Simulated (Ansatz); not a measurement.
The start is a generated cell, Ga placed in the graphite structure type. The structure is fully relaxed (lattice and positions, P = 0) with PBE (plane waves to 420 eV, PAW, scalar-relativistic; Ansatz, a first-principles code). The first steps use a coarse 9×9×3 k-mesh.

The start:
```yaml
crystal:
  lattice:
    - [4.00226, 0.00000, 0.00000]
    - [-2.00113, 3.46606, 0.00000]
    - [0.00000, 0.00000, 10.90064]
  atoms:
    - { symbol: Ga, position: [0.00000, 0.00000, 0.25000] }
    - { symbol: Ga, position: [0.00000, 0.00000, 0.75000] }
    - { symbol: Ga, position: [0.33333, 0.66667, 0.25000] }
    - { symbol: Ga, position: [0.66667, 0.33333, 0.75000] }
```

- Outcome = The space group stays P6₃/mmc (No. 194) (the run could not lower it), with 4 atoms in the primitive cell
- Energy released = 0.62 to 0.65 eV/atom (the two k-meshes of the run give this range)
- Volume change = -40.0 %, from 37.80 to 22.69 Å³/atom
- Shortest distances (start → end) = The closest pairs of elements (up to four, under 3.6 Å), start → end: Ga–Ga 2.31 → 2.57 Å
- Band gap at the end = no gap (metallic)
- Optimiser moves = 26

Final structure:

Space group P6₃/mmc (No. 194); a = 4.4443 Å, b = 4.4443 Å, c = 5.3062 Å, α = 90.00°, β = 90.00°, γ = 120.00°

```csv
atom,site,symmetry,x,y,z
Ga,2b,-6m2,0.0000,0.0000,0.2500
Ga,2c,-6m2,0.3333,0.6667,0.2500
```

Final values are on a 12×12×9 k-mesh of the relaxed cell. No spin polarisation in the result.

The run could not lose the symmetry of its start, so the end can be a saddle point.

All atoms sit on sites fixed by symmetry, so only the cell could relax.

The relaxed structure here is a generated cell of Ga: the first start was made by placing the elements on the sites of a structure type, and the end was not matched to a known phase here, so it may be hypothetical. Known forms of Ga include space group No. 64.
